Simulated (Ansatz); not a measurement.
Cs3Sb:
```yaml
crystal:
  lattice:
    - [0.00000, 4.60972, 4.60972]
    - [4.60972, 0.00000, 4.60972]
    - [4.60972, 4.60972, 0.00000]
  atoms:
    - { symbol: Cs, position: [0.75000, 0.75000, 0.75000] }
    - { symbol: Cs, position: [0.25000, 0.25000, 0.25000] }
    - { symbol: Cs, position: [0.50000, 0.50000, 0.50000] }
    - { symbol: Sb, position: [0.00000, 0.00000, 0.00000] }
```

Plane-wave PAW r²SCAN (Ansatz code) gives a gap of 1.28 eV without spin–orbit coupling, maximum at X, minimum at Γ.

Task: What happens when spin–orbit coupling is switched on?

Result: The gap drops by 0.11 eV, to 1.17 eV; maximum at X, minimum at Γ.

Task: Give the electron effective mass with spin–orbit coupling.

Result: 0.19 mₑ (isotropic).

Task: Give the hole effective mass with spin–orbit coupling.

Result: 0.62, 0.62, 1.8 mₑ (principal values).

Space group Fm-3m. The first step of the workflow began from a Materials Project structure, measured or hypothetical; the Crystallography Open Database copy checked does not list it. Its standing as an ambient phase is unchecked. The cell was relaxed with r²SCAN under the symmetry of its start; whether a distortion lowers the energy is not shown.

Potentials: the later of the program's two PAW sets.
